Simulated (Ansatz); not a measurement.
Here is the system:

Ge:
```cif
data_Ge8
_chemical_formula_sum 'Ge8'
_space_group_name_H-M_alt 'P 1'
_space_group_IT_number 1
_cell_length_a 8.97006
_cell_length_b 8.97006
_cell_length_c 8.97006
_cell_angle_alpha 60.000
_cell_angle_beta 60.000
_cell_angle_gamma 60.000
loop_
_space_group_symop_operation_xyz
  'x, y, z'
loop_
_atom_site_label
_atom_site_type_symbol
_atom_site_fract_x
_atom_site_fract_y
_atom_site_fract_z
_atom_site_occupancy
Ge1 Ge 0.57149 0.28553 0.57149 1
Ge2 Ge 0.96447 0.67851 0.67851 1
Ge3 Ge 0.57149 0.57149 0.28553 1
Ge4 Ge 0.67851 0.96447 0.67851 1
Ge5 Ge 0.57149 0.57149 0.57149 1
Ge6 Ge 0.67851 0.67851 0.67851 1
Ge7 Ge 0.28553 0.57149 0.57149 1
Ge8 Ge 0.67851 0.67851 0.96447 1
```

This is the PBEsol-relaxed structure.

Task: All from DFT-PBEsol in the program Ansatz with PAW potentials, unless another level is named. Give the electronic character.

Result: metallic (no gap).

Task: And the density of states at the Fermi level?

Result: 0.38 states/eV per atom (mean over ±0.08 eV).

Space group Fd-3m. The start of the workflow was typed in or built on a structure type. Its sites differ from those of the usual phase in this space group: another stacking or structure type. The PBEsol relaxation kept the symmetry of its start; its stability against distortions is not shown here. The volume moved by 47 % from the start of the relaxation. Spin–orbit coupling is left out wherever it is not named.

Potentials: the later of the program's two PAW sets.
